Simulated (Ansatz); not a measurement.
Ansatz 0.2.0, relaxation: Lu2AlSn2

The command:

```bash
ansatz run input.yaml --threads 2 --pin off --max-ram 3584MiB --backend cpu --events-out ev --progress --plain --runs-dir out
```

The input file (Ansatz 0.2.0, plane waves):

```yaml
crystal:
  lattice:
    - [0.0, 0.0, 4.278079]
    - [4.499415, -3.027054, 2.13904]
    - [4.499415, 3.027054, -2.13904]
  atoms:
    - { symbol: Lu, position: [0.5, 0.71113, 0.71113] }
    - { symbol: Lu, position: [0.5, 0.28887, 0.28887] }
    - { symbol: Sn, position: [0.7893, 0.7107, 0.2893] }
    - { symbol: Sn, position: [0.2107, 0.2893, 0.7107] }
    - { symbol: Al, position: [0.0, 0.0, 0.0] }
  symmetry: { tolerance: 0.0003 }
kpoints:
  mp_grid: { grid: [6, 6, 6], shift: [0, 0, 0] }
magnetization:
  spin_polarized: false
scf:
  occupations: { method: gaussian, width: 0.0757 }
  lower_state_search: "off"
hamiltonian:
  pseudopotentials: { kind: paw }
  xc: r2scan
basis:
  ecutwfc: 500
  fft_grid_basis: typed
relax:
  max_steps: 80
  cell: { p_target: 0.0 }
output:
  forces: true
  stress: true
  eigenvalues: true
  bader: true
  populations: true
  elf: true
  write_potential: true
  volumetric_format: npy
  dos:
    e_range: [-12, 8]
    de: 0.05
    projected: { site_lists: { Al: [Al], Lu: [Lu], Sn: [Sn] } }
checkpoint:
  read: saved_state
```

Origin of the cell: a known structure type with other elements, at an estimated volume, so it need not be a known compound.

The saved state is a converged single point of the same cell.

Steps («new basis» is an SCF on plane waves selected anew at the same cell):

| step | ΔF (meV/atom) | max force component (eV/Å) | P (GPa) | volume (Å³) | SCF iterations | step was |
| --- | --- | --- | --- | --- | --- | --- |
| 1 | 0.0 | 2.426 | 3.03 | 116.53 | 8 | accepted |
| 2 | -64.6 | 1.100 | 0.57 | 119.42 | 10 | accepted |
| 3 | -85.3 | 0.229 | 0.07 | 119.80 | 9 | accepted |
| 4 | -87.1 | 0.042 | 0.10 | 119.85 | 8 | accepted |
| 5 | -87.3 | 0.022 | 0.03 | 120.02 | 7 | accepted |
| 6 | -87.3 | 0.017 | 0.02 | 120.10 | 7 | accepted |
| 7 | -87.4 | 0.015 | 0.00 | 120.23 | 8 | accepted |
| 8 | -87.4 | 0.000 | 0.00 | 120.26 | 8 | accepted |
| 9 | -87.6 | 0.000 | 0.01 | 120.26 | 8 | new basis |

Before:

Space group Immm (No. 71); the run's cell has a = 4.278 Å, b = 5.830 Å, c = 5.830 Å, α = 78.96°, β = 111.53°, γ = 68.47°. Shortest distances: Sn–Sn 2.55 Å, Al–Sn 2.76 Å, Lu–Sn 3.13 Å, Al–Lu 3.37 Å.

The relaxed structure.

Space group Immm (No. 71); the run's cell has a = 4.201 Å, b = 5.840 Å, c = 5.840 Å, α = 84.14°, β = 111.08°, γ = 68.92°. Shortest distances: Al–Sn 2.80 Å, Sn–Sn 2.90 Å, Lu–Sn 3.08 Å, Al–Lu 3.24 Å.

```xyz
5
Lattice="0.0000 0.0000 4.2009 4.3355 -3.3015 2.1005 4.3355 3.3015 -2.1005" Properties=species:S:1:pos:R:3 pbc="T T T"
Lu    6.2023    0.0000    2.1005
Lu    2.4687    0.0000    2.1005
Sn    4.3355   -1.4516    4.2009
Sn    4.3355    1.4516    0.0000
Al    0.0000    0.0000    0.0000
```

| Property | Result |
| --- | --- |
| Free energy lowered by | 87.6 meV/atom |
| Volume change | 3.20 % |
| Final pressure | 0.01 GPa |
| Relaxation steps listed | 9 |
| Formation energy (elements under the same functional, gases as molecules, uncorrected) | -0.505 eV/atom |
| Gap on the mesh | none (metal) |

Caveats: no moments, though an odd count or open d shells may carry them; no spin-orbit coupling, though heavy elements are present; the k mesh is coarse if the cell is a metal; the relaxation held the start's symmetry, so the end may be a saddle point.

It ran for 2.6 min on 2 threads of Intel(R) Xeon(R) Platinum 8488C (Sapphire Rapids), on a shared host, peak memory 0.99 GiB, from a saved density.
